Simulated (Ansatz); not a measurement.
CuI (zinc blende), conventional cell a = b = c = 6.079 Å, α = β = γ = 90.00°. The calculation uses the primitive cell of 2 atoms, to which meshes and values per cell refer.

The volume is varied about the relaxed value V₀ at fixed cell shape. Symmetry pins the atoms to their sites.

These are PBE (plane waves to 420 eV, PAW, scalar-relativistic; Ansatz, a first-principles code) values and carry that method's errors. k mesh 9×9×9 (Γ-centred), Fermi-Dirac smearing 0.05 eV. E stands for the smeared free energy. Stress and pressure are positive under compression. CuI is run without spin polarisation. CuI was relaxed with its symmetry unable to fall. Spin-orbit coupling is left out, though I is heavy. ΔE is measured from the relaxed starting cell.

```tsv
a (Å)	ΔE (meV/atom)	P (GPa)
5.8695	42.3	5.40
5.9234	22.5	3.72
5.9763	9.4	2.28
6.0282	2.2	1.04
6.0793	0.0	-0.01
6.1296	2.1	-0.91
6.1790	7.8	-1.68
6.2277	16.6	-2.34
6.2756	28.1	-2.90
```

Key numbers:

| Quantity | Value |
|---|---|
| Pressure at the smallest volume | 5.40 GPa |
| Energy cost of the largest compression | 42.3 meV/atom |
| Energy cost of the largest expansion | 28.1 meV/atom |
| Bulk modulus B₀ (third-order Birch-Murnaghan fit) | 38.9 GPa |
| Pressure derivative B₀′ (fit) | 5.2 |
| Equilibrium volume of the fit | 28.08 Å³/atom |
| Pressure for 5 % compression (fit) | 2.3 GPa |

(Under strain, the slope of the energy per volume gives the stress and its curvature an elastic modulus.)
